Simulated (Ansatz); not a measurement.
CrI3 (BiI3 type, space group R-3)

```xyz
8
Lattice="3.4089 1.9681 6.4919 -3.4089 1.9681 6.4919 0.0000 -3.9363 6.4919" Properties=species:S:1:pos:R:3 pbc="T T T"
Cr     0.0000     0.0000     6.5020
Cr     0.0000     0.0000    12.9737
I     -2.2279    -0.0955     8.0462
I      1.1967    -1.8817     8.0462
I      1.0312     1.9772     8.0462
I      2.2279     0.0955    11.4295
I     -1.1967     1.8817    11.4295
I     -1.0312    -1.9772    11.4295
```

E(V) scan at fixed shape, V₀ the volume above. The atoms relax within the cell's symmetry.

Level of theory: PBE-D3(BJ) (plane waves to 420 eV, PAW, scalar-relativistic; Ansatz, an electronic-structure program). k mesh 6×6×6 (Γ-centred), Fermi-Dirac smearing 0.05 eV. Energies are smeared free energies. Stress and pressure are positive under compression. With the shape held, the modulus is that of even scaling; a crystal free to change shape is softer. CrI3 was relaxed with its symmetry unable to fall. Relaxed CrI3 ends ferromagnetic. Spin-orbit coupling is left out, though I is heavy. The PAW data are Ansatz's earlier set. The magnetic order is the one the run started from; other orders were not tried. The zero of ΔE is the relaxed starting cell.

```json
[
 {"V (Å³/atom)": "30.707", "ΔE (meV/atom)": "8.0"},
 {"V (Å³/atom)": "31.033", "ΔE (meV/atom)": "5.4"},
 {"V (Å³/atom)": "31.360", "ΔE (meV/atom)": "3.4"},
 {"V (Å³/atom)": "31.687", "ΔE (meV/atom)": "1.9"},
 {"V (Å³/atom)": "32.013", "ΔE (meV/atom)": "0.8"},
 {"V (Å³/atom)": "32.340", "ΔE (meV/atom)": "0.2"},
 {"V (Å³/atom)": "32.667", "ΔE (meV/atom)": "0.0"},
 {"V (Å³/atom)": "32.993", "ΔE (meV/atom)": "0.2"},
 {"V (Å³/atom)": "33.320", "ΔE (meV/atom)": "0.7"},
 {"V (Å³/atom)": "33.647", "ΔE (meV/atom)": "1.6"},
 {"V (Å³/atom)": "33.973", "ΔE (meV/atom)": "2.8"},
 {"V (Å³/atom)": "34.300", "ΔE (meV/atom)": "4.3"},
 {"V (Å³/atom)": "34.627", "ΔE (meV/atom)": "withheld"}
]
```

Task: Fit a third-order Birch-Murnaghan form (E₀, V₀, B₀, B₀′ free) to the given rows and predict ΔE at V = 34.627.

Result: Least squares on the 12 given rows: ΔE = E₀ + (9V₀B₀/16)·y²·[2 + (B₀′ − 4)y], y = (V₀/V)^(2/3) − 1, with V₀ = 32.673 Å³/atom, B₀ = 18.90 GPa (160.2 GPa = 1 eV/Å³; the term in eV is multiplied by 1000), B₀′ = 5.55, E₀ = 0.00 meV/atom; root-mean-square residual 0.02 meV/atom. At 34.627 the fit gives 6.1 meV/atom; the calculation gives 6.0 meV/atom, so the extrapolation is off by 0.1 (+1.7 %). For the pressure the fit gives -0.9 GPa against the computed -0.9 GPa.

(A scan under strain: stresses follow from slopes of the energy per volume, elastic moduli from its curvatures.)
